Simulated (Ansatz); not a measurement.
BP (wurtzite, space group No. 186), plane-wave PAW r²SCAN (Ansatz code), all energies at zero smearing, with the estimated change up to a 700 eV cutoff added, with one set of potentials and settings (totals compare only within such a set). Cell of 4 atoms (2 B, 2 P): -1833.321 eV.

| element | reference phase | E (eV/atom) |
|---|---|---|
| B | R-3m, 12 atoms in the cell | -156.5544 |
| P | Cmce, 4 atoms in the cell | -759.1646 |

Formation energy per atom, worked out: (-1833.321 − 2×(-156.5544) − 2×(-759.1646))/4 = -0.471 eV/atom (-45 kJ per mol of atoms), at 0 K, without zero-point energy or fitted corrections.

Space group P6_3mc (wurtzite). The workflow started from a Materials Project entry (that database holds measured and hypothetical structures alike); the Crystallography Open Database copy checked does not list it. It is not the phase usual at ambient conditions (space group No. 216). The r²SCAN relaxation kept the symmetry of its start; its stability against distortions is not shown here. The references are the lowest solids computed at this level, not always the standard phases.

Potentials: the later of the program's two PAW sets.
